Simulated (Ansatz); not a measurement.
**Mo (bcc)**

Level of theory: DFT, LDA, scalar-relativistic, no spin polarisation; plane waves to 420 eV with PAW datasets (Ansatz 0.2.0), Γ-centred 18×18×18 mesh, 0.05 eV Gaussian smearing. The datasets are Ansatz's generated set soft_2.

```
Mo
1.0
    -1.55555    1.55555    1.55555
     1.55555   -1.55555    1.55555
     1.55555    1.55555   -1.55555
Mo
1
Direct
  0.00000 0.00000 0.00000
```

Q: Which orbitals carry the states at the Fermi level, and how many states are there?

A: Within 0.1 eV of it: Mo 4d 93 % (shares among the projected shells). The density of states at the Fermi level is about 0.59 states/eV per cell, averaged over 0.3 eV.

Density of states (tetrahedra, averaged over 0.3 eV; states/eV per cell of 1 atom; energy in eV from the Fermi level; projections on Löwdin-orthogonalised atomic orbitals, summed over sites):

| E | total | Mo 4d | Mo 5s | Mo 4p | Mo 4s |
| --- | --- | --- | --- | --- | --- |
| -7.30 | 0.01 | 0.00 | 0.01 | 0.00 | 0.00 |
| -7.00 | 0.04 | 0.00 | 0.03 | 0.00 | 0.00 |
| -6.70 | 0.05 | 0.00 | 0.05 | 0.00 | 0.01 |
| -6.40 | 0.07 | 0.00 | 0.06 | 0.00 | 0.01 |
| -6.10 | 0.09 | 0.01 | 0.08 | 0.00 | 0.01 |
| -5.80 | 0.14 | 0.03 | 0.09 | 0.00 | 0.01 |
| -5.50 | 0.43 | 0.29 | 0.13 | 0.01 | 0.01 |
| -5.20 | 0.90 | 0.66 | 0.21 | 0.01 | 0.02 |
| -4.90 | 1.10 | 0.85 | 0.22 | 0.02 | 0.02 |
| -4.60 | 1.36 | 1.12 | 0.20 | 0.02 | 0.01 |
| -4.30 | 1.44 | 1.24 | 0.17 | 0.02 | 0.01 |
| -4.00 | 1.15 | 1.02 | 0.10 | 0.02 | 0.01 |
| -3.70 | 0.75 | 0.70 | 0.04 | 0.01 | 0.00 |
| -3.40 | 1.54 | 1.51 | 0.01 | 0.02 | 0.00 |
| -3.10 | 1.94 | 1.89 | 0.01 | 0.03 | 0.00 |
| -2.80 | 1.16 | 1.12 | 0.02 | 0.01 | 0.00 |
| -2.50 | 0.88 | 0.82 | 0.04 | 0.01 | 0.00 |
| -2.20 | 0.92 | 0.83 | 0.06 | 0.01 | 0.00 |
| -1.90 | 1.87 | 1.63 | 0.17 | 0.03 | 0.00 |
| -1.60 | 1.45 | 1.26 | 0.14 | 0.02 | 0.00 |
| -1.30 | 0.69 | 0.57 | 0.09 | 0.01 | 0.00 |
| -1.00 | 0.56 | 0.45 | 0.07 | 0.01 | 0.00 |
| -0.70 | 0.51 | 0.42 | 0.05 | 0.01 | 0.00 |
| -0.40 | 0.51 | 0.43 | 0.05 | 0.01 | 0.00 |
| -0.10 | 0.55 | 0.48 | 0.04 | 0.01 | 0.00 |
| 0.20 | 0.81 | 0.74 | 0.03 | 0.01 | 0.00 |
| 0.50 | 0.95 | 0.88 | 0.03 | 0.01 | 0.00 |
| 0.80 | 1.08 | 1.02 | 0.02 | 0.00 | 0.00 |
| 1.10 | 1.25 | 1.20 | 0.02 | 0.00 | 0.00 |
| 1.40 | 1.24 | 1.19 | 0.02 | 0.00 | 0.00 |
| 1.70 | 1.53 | 1.49 | 0.01 | 0.00 | 0.00 |
| 2.00 | 1.34 | 1.32 | 0.01 | 0.00 | 0.00 |
| 2.30 | 1.98 | 1.93 | 0.04 | 0.00 | 0.00 |
| 2.60 | 1.56 | 1.45 | 0.08 | 0.00 | 0.00 |
| 2.90 | 0.92 | 0.80 | 0.09 | 0.00 | 0.00 |
| 3.20 | 0.74 | 0.62 | 0.09 | 0.00 | 0.00 |
| 3.50 | 0.65 | 0.53 | 0.09 | 0.00 | 0.00 |
| 3.80 | 0.60 | 0.48 | 0.09 | 0.00 | 0.00 |
| 4.10 | 0.56 | 0.44 | 0.09 | 0.00 | 0.00 |
| 4.40 | 0.39 | 0.27 | 0.09 | 0.00 | 0.00 |
| 4.70 | 0.29 | 0.17 | 0.10 | 0.00 | 0.00 |
| 5.00 | 0.30 | 0.16 | 0.10 | 0.00 | 0.00 |
| 5.30 | 0.28 | 0.12 | 0.10 | 0.00 | 0.01 |
| 5.60 | 0.27 | 0.10 | 0.10 | 0.00 | 0.01 |
| 5.90 | 0.26 | 0.08 | 0.10 | 0.00 | 0.01 |
